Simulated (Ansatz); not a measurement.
HfC, DFT, LDA, PAW with Ansatz's default frozen-core files, scalar-relativistic (Ansatz 0.2.0), run on 1 thread of Intel(R) Xeon(R) Platinum 8488C (Sapphire Rapids) on a shared host.

The cell comes from COD entry 1539502, which wasn't checked; take it as a given geometry. The listed cell was then made from it by scaling, straining or moving an atom.

Command: `ansatz run input.yaml --threads 1 --pin off --max-ram 3072MiB --backend cpu --events-out ev --progress --plain --runs-dir out`

```yaml
crystal:
  lattice:
    - [0.0, 2.3715, 2.325]
    - [2.3715, 0.0, 2.325]
    - [2.3715, 2.3715, 0.0]
  atoms:
    - { symbol: Hf, position: [0.5, 0.5, 0.5] }
    - { symbol: C, position: [0.0, 0.0, 0.0] }
kpoints:
  mp_grid: { grid: [12, 12, 12] }
scf:
  occupations: { method: fermi_dirac, width: 0.05 }
hamiltonian:
  xc: lda
  pseudopotentials: { kind: paw }
output:
  forces: true
  stress: true
  eigenvalues: true
  efg: { contact_densities: true }
```

(1) How large is the problem that the program sets up?

(2) About how long does it take, and how much memory does it use?

(3) And the same cell and mesh by all-electron PAW (datasets made for this crystal), asked for forces, stress, eigenvalues, efg, on the same hardware?

Answers

(1) 163 irreducible k-points, 531 plane waves at Γ, 19 bands.

(2) 4.5 s of wall time for 6 SCF iterations, with a peak of 0.46 GiB. Times on shared machines scatter by tens of per cent.

(3) 18 s, peak memory 0.69 GiB.
